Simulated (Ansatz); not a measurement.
**BiTe: Coordination and ²⁰⁹Bi quadrupole coupling**

Cell: a structure deposited in the COD, ions relaxed with PBE at fixed cell.

```cif
data_BiTe
_symmetry_space_group_name_H-M 'P-3m1'
_symmetry_Int_Tables_number 164
_cell_length_a 4.4220
_cell_length_b 4.4220
_cell_length_c 24.0500
_cell_angle_alpha 90.000
_cell_angle_beta 90.000
_cell_angle_gamma 120.000
loop_
_atom_site_label
_atom_site_type_symbol
_atom_site_symmetry_multiplicity
_atom_site_Wyckoff_symbol
_atom_site_fract_x
_atom_site_fract_y
_atom_site_fract_z
Bi1 Bi 2 c 0.0000 0.0000 0.1248
Bi3 Bi 2 d 0.3333 0.6667 0.2916
Bi5 Bi 2 d 0.6667 0.3333 0.4650
Te7 Te 2 d 0.3333 0.6667 0.0536
Te9 Te 2 d 0.6667 0.3333 0.2087
Te11 Te 2 c 0.0000 0.0000 0.3636
```

One atom of each set is listed.

The numbers come from a DFT calculation in Ansatz (PBEsol, plane waves and PAW, scalar-relativistic, 420 eV cutoff, Γ-centred 11×11×2 k-points, Fermi–Dirac smearing 0.05 eV).

Q(²⁰⁹Bi) = -516.0 mb.

Q: Rank these Bi sites by |C_Q|, smallest first.
A. Bi1: 6 Te at 3.07–3.25 Å
B. Bi5: 3 Bi at 3.06 Å, 3 Te at 3.53 Å
C. Bi3: 6 Te at 3.08–3.24 Å

A: A (9.73 MHz, η = 0.00), C (32.1 MHz, η = 0.00), B (82.7 MHz, η = 0.00).

An axis of threefold or higher order runs through Bi1, Bi3 and Bi5, so V_zz lies along it and η is zero.

Spin–orbit coupling is left out, which shifts gradients on Bi by a few per cent in wide-gap crystals, and can shift them far more where the calculated gap is small or absent, as here. Newer work puts Q(²⁰⁹Bi) near −420 mb, which would lower these couplings by about a fifth. With a gap of 0.15 eV under a smearing of 0.05 eV the band edges are partly filled, so small gradients can hang on the smearing and the k-mesh.
